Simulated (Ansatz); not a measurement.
Starting cell, Cu (fcc, Cu type):

```yaml
crystal:
  lattice:
    - [3.56378, 0.00000, 0.00000]
    - [0.00000, 3.56378, 0.00000]
    - [0.00000, 0.00000, 3.56378]
  atoms:
    - { symbol: Cu, position: [0.00000, 0.00000, 0.00000] }
    - { symbol: Cu, position: [0.50000, 0.50000, 0.00000] }
    - { symbol: Cu, position: [0.50000, 0.00000, 0.50000] }
    - { symbol: Cu, position: [0.00000, 0.50000, 0.50000] }
```

Scan: atom 4 (Cu, nearest neighbour Cu at 2.520 Å; its periodic images, 3.6 Å or more away, move with it) is displaced towards the nearest neighbour, direction (-0.707, -0.707, 0.000) in Cartesian axes, by s. The other atoms stay.

These are PBEsol (plane waves to 420 eV, PAW, scalar-relativistic; Ansatz, a program for electronic structure) values and carry that method's errors. k mesh 11×11×11 (Γ-centred), Fermi-Dirac smearing 0.05 eV. With partly filled bands, energies and forces of such displacements shift with the k mesh and the smearing. F∥ is the force on the atom along that direction. Cu is run without spin polarisation. Cu was relaxed with its symmetry unable to fall. 

```tsv
s (Å)	F∥ (eV/Å)
-0.500	5.885
-0.400	4.043
-0.300	2.695
-0.200	1.652
-0.100	0.786
0.000	0.000
0.100	-0.786
0.200	-1.652
0.300	-2.695
0.400	-4.043
0.500	-5.885
```

Task: What is the force constant k = d²E/ds² of this move at s = 0?

Result: 7.72 eV/Å². The forces along the line at the two nearest points give (0.786 − (-0.786)) / (2·0.100) = 7.86 eV/Å²; the next pair corrects for the finite step.

(For displaced atoms, the force is minus the slope of the energy, and its curvature is a force constant, which sets phonon frequencies.)
